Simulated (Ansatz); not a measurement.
An Ansatz (a first-principles code) run. Input:

Ansatz 0.2 input:
```yaml
crystal:
  lattice:
    - [2.9912061268, 0.0, 0.0]
    - [-1.4956030634, 2.5904604938, 0.0]
    - [0.0, 0.0, 7.3060733005]
  atoms:
    - { symbol: Mg, position: [0.3333333333, 0.6666666667, 0.6659202962] }
    - { symbol: Mg, position: [0.6666666667, 0.3333333333, 0.3340797038] }
    - { symbol: Zn, position: [0.0, 0.0, 0.0] }
    - { symbol: O, position: [0.3333333333, 0.6666666667, 0.1717364237] }
    - { symbol: O, position: [0.6666666667, 0.3333333333, 0.8282635763] }
    - { symbol: O, position: [0.0, 0.0, 0.5] }
kpoints:
  mp_grid: { grid: [9, 9, 4] }
hamiltonian:
  xc: r2scan
  pseudopotentials: { kind: paw }
scf:
  occupations: { method: fixed }
output:
  optics: { e_range: [0.0, 15.0], de: 0.05, sigma: 0.1, bands: { spectra_wanted_up_to: 12 eV } }
```

Output (shortened):

```
output.optics: the spectra are integrated over the Brillouin zone by k·p interpolation around the k-points, where levels, occupations, output.optics.sigma and …
Pseudopotential: Mg, paw, valence charge 10
Pseudopotential: Zn, paw, valence charge 12
Pseudopotential: O, paw, valence charge 6
Functional definition: r2SCAN
Crystal: 6 atoms, lattice volume = 56.612 Å³
Basis set: ecut = 500 eV, 1515 PW (Γ), exchange–correlation on 96×96×216 points (64 copies of the dense FFT grid, shifted against one another)
Bands: 31, of which v1, the nominal top of the filled ones, is band 25 counted from 1 (24 counted from 0)
Symmetry: 12 space group operations
Space group: P-3m1 (ITA 164), of the structure as read, at distance tolerance 3.8e-5 Å
k-points: 43 of 324
SCF iter   1: F=—  HF=-8891.217330 eV  |F-HF|=—  |Δ(HF+E_count)|=         —  Δρ=1.50e-2  dr2=6.45e-2  dr2_τ=1.89e-1  ethr=1.77e-3  ⟨swp⟩=5.0  Hψ=5271  notcnv=0  defer=166
preconditioner: auto → Resta (q_TF=auto, 2.672 Å⁻¹)
SCF iter   2: F=—  HF=-8891.394876 eV  |F-HF|=—  |Δ(HF+E_count)|=   1.78e-1  Δρ=5.75e-3  dr2=1.45e-2  dr2_τ=6.72e-4  ethr=1.29e-4  ⟨swp⟩=2.3  Hψ=2765  notcnv=0  defer=163
SCF iter   3: F=—  HF=-8891.392969 eV  |F-HF|=—  |Δ(HF+E_count)|=   1.91e-3  Δρ=3.97e-3  dr2=4.08e-3  dr2_τ=3.31e-4  ethr=2.89e-5  ⟨swp⟩=2.0  Hψ=1954  notcnv=0  defer=169
SCF iter   4: F=—  HF=-8891.392404 eV  |F-HF|=—  |Δ(HF+E_count)|=   5.65e-4  Δρ=6.56e-4  dr2=1.47e-4  dr2_τ=2.73e-5  ethr=8.16e-6  ⟨swp⟩=2.0  Hψ=1955  notcnv=0  defer=169
SCF iter   5: F=—  HF=-8891.392418 eV  |F-HF|=—  |Δ(HF+E_count)|=   1.38e-5  Δρ=1.72e-4  dr2=1.04e-5  dr2_τ=1.10e-6  ethr=2.93e-7  ⟨swp⟩=2.5  Hψ=1996  notcnv=0  defer=74
SCF iter   6: F=—  HF=-8891.392425 eV  |F-HF|=—  |Δ(HF+E_count)|=   6.89e-6  Δρ=8.75e-5  dr2=2.71e-6  dr2_τ=4.98e-7  ethr=2.09e-8  ⟨swp⟩=2.0  Hψ=1983  notcnv=0  defer=70
SCF iter   7: F=—  HF=-8891.392424 eV  |F-HF|=—  |Δ(HF+E_count)|=   4.73e-7  Δρ=1.32e-5  dr2=7.64e-8  dr2_τ=1.14e-8  ethr=5.42e-9  ⟨swp⟩=2.0  Hψ=1937  notcnv=0  defer=68
SCF iter   8: F=—  HF=-8891.392424 eV  |F-HF|=—  |Δ(HF+E_count)|=   9.31e-8  Δρ=5.37e-6  dr2=1.35e-8  dr2_τ=9.98e-10  ethr=1.53e-10  ⟨swp⟩=2.0  Hψ=2124  notcnv=0  defer=68
SCF iter  12: F=-8891.392424 eV  HF=-8891.392424 eV  |F-HF|=7.28e-12  |Δ(HF+E_count)|=  5.46e-12  Δρ=1.02e-7  dr2=4.11e-12  dr2_τ=2.74e-13  ethr=1.00e-12  ⟨swp⟩=8.3  Hψ=5350  notcnv=0
SCF 1 converged in 12 iterations: F = -8891.392424 eV  dr2 = 4.11e-12
NSCF: frozen V_eff on 43 k-points
Optics k sum: 0 of 43 k-points
Optics k sum: 3 of 43 k-points
Optics k sum: 5 of 43 k-points
Optics k sum: 7 of 43 k-points
Optics k sum: 9 of 43 k-points
Optics k sum: 11 of 43 k-points
Optics k sum: 13 of 43 k-points
Optics k sum: 16 of 43 k-points
Optics k sum: 18 of 43 k-points
Optics k sum: 20 of 43 k-points
Optics k sum: 22 of 43 k-points
Optics k sum: 24 of 43 k-points
Optics k sum: 26 of 43 k-points
Optics k sum: 28 of 43 k-points
Optics k sum: 31 of 43 k-points
Optics k sum: 33 of 43 k-points
Optics k sum: 35 of 43 k-points
Optics k sum: 37 of 43 k-points
Optics k sum: 39 of 43 k-points
Optics k sum: 41 of 43 k-points
Optics k sum: 43 of 43 k-points
Optics k sum: 0 of 43 k-points
Optics k sum: 3 of 43 k-points
Optics k sum: 5 of 43 k-points
Optics k sum: 7 of 43 k-points
Optics k sum: 9 of 43 k-points
Optics k sum: 11 of 43 k-points
Optics k sum: 13 of 43 k-points
Optics k sum: 16 of 43 k-points
Optics k sum: 18 of 43 k-points
Optics k sum: 20 of 43 k-points
Optics k sum: 22 of 43 k-points
Optics k sum: 24 of 43 k-points
Optics k sum: 26 of 43 k-points
Optics k sum: 28 of 43 k-points
Optics k sum: 31 of 43 k-points
Optics k sum: 33 of 43 k-points
Optics k sum: 35 of 43 k-points
Optics k sum: 37 of 43 k-points
Optics k sum: 39 of 43 k-points
Optics k sum: 41 of 43 k-points
Optics k sum: 43 of 43 k-points
NSCF: frozen V_eff on 1 k-points
NSCF: frozen V_eff on 1 k-points
output.optics: what the bands over the 43 summed would add to eps1, eps2 and the energy-loss function is held between a lower and an upper bound (8 Lanczos …
SCF converged after 12 iterations
Free energy (F): -8891.392424 eV
Harris-Foulkes:  -8891.392424 eV  (|F-HF|=7.28e-12)
Internal energy: -8891.392424 eV  (E = F + TS)
E sigma→0 (E₀):  -8891.392424 eV
Fermi energy:    8.565824 eV
--- Per-component energies (eV) ---
  E_band       = -550.075361
  E_kinetic    = 820.899601
  E_local      = -4933.261203  (includes V_loc(G=0)·N_el)
  E_nonlocal   = 958.757338
  E_hartree    = 1824.715624
  E_xc         = -403.117256
  E_vxc        = -456.029810  (∫ρ·V_xc dr)
  E_paw        = -2929.184941  (= ΣΔE_a)
  E_vpaw       = -618.553940  (= ΣTr[D̂ρ^β])
  E_aug_tail   = 0.003019  (compensation charges beyond the density's cutoff)
  E_vtau       = 28.678369  (kinetic-family band-sum trace: ∫τ·v_τ [+ j·A + Jᵃ·Aᵃ] dr)
  E_ewald      = -4229.873747
  E_core_change = -0.330858  (= ΣΔE_core)
  E_smearing   =  0.000000  (= −TS)
  E_closure    =  0.000000  (closes the sum)
  Σ components = -8891.392424   (vs F -8891.392424, Δ=0.00e0)
  [band-id]    e_kinetic+e_local+e_nonlocal+2·e_hartree+e_vxc+e_vpaw+e_augmentation_tail+e_vtau = -550.075380   (vs E_band -550.075361, Δ=-1.96e-5)
--- Band table (eV; the first three rows and the last of 43) ---
  k-point 0: bands = ["-66.7837", "-66.7796", "-31.9318", "-31.8893", "-31.8708", "-31.8708", "-31.8667", "-31.8667", "-10.2316", "-9.3759", "-9.1398", "2.8843", "3.7005", "3.7005", "4.4031", "4.4031", "4.4908", "5.2341", "7.5054", "7.5054", "8.0031", …
  k-point 1: bands = ["-66.7836", "-66.7796", "-31.9317", "-31.8893", "-31.8708", "-31.8708", "-31.8667", "-31.8667", "-10.1603", "-9.6132", "-8.9677", "2.6873", "3.7001", "3.7001", "4.4031", "4.4031", "4.6811", "5.5508", "7.5103", "7.5646", "7.5646", …
  k-point 2: bands = ["-66.7836", "-66.7796", "-31.9316", "-31.8894", "-31.8708", "-31.8708", "-31.8667", "-31.8667", "-10.0204", "-9.8437", "-8.8714", "2.5331", "3.6996", "3.6996", "4.4030", "4.4030", "4.7665", "6.4573", "6.5139", "7.7046", "7.7046", …
  k-point 42: bands = ["-66.7759", "-66.7759", "-31.9183", "-31.9168", "-31.9168", "-31.9020", "-31.8898", "-31.8898", "-8.8164", "-8.8164", "-8.5222", "3.3581", "3.3581", "3.4784", "3.9132", "3.9132", "5.0011", "5.0626", "5.0626", "5.2944", "6.2194", …
```

Cost: very roughly 2.9 core-minutes on shared cores.

The first step of the workflow began from a Materials Project structure, measured or hypothetical; the Crystallography Open Database copy checked does not list it. With Mg and Zn taken as one species the cell has the higher symmetry Fm-3m, so it may be an ordered model of a mixed-site phase. Whether it is the stable phase at ambient conditions was not checked. The cell was relaxed with r²SCAN under the symmetry of its start; of distortions, only those at the zone centre were tested.

Potentials: the later of the program's two PAW sets.

Ansatz is a plane-wave DFT program.
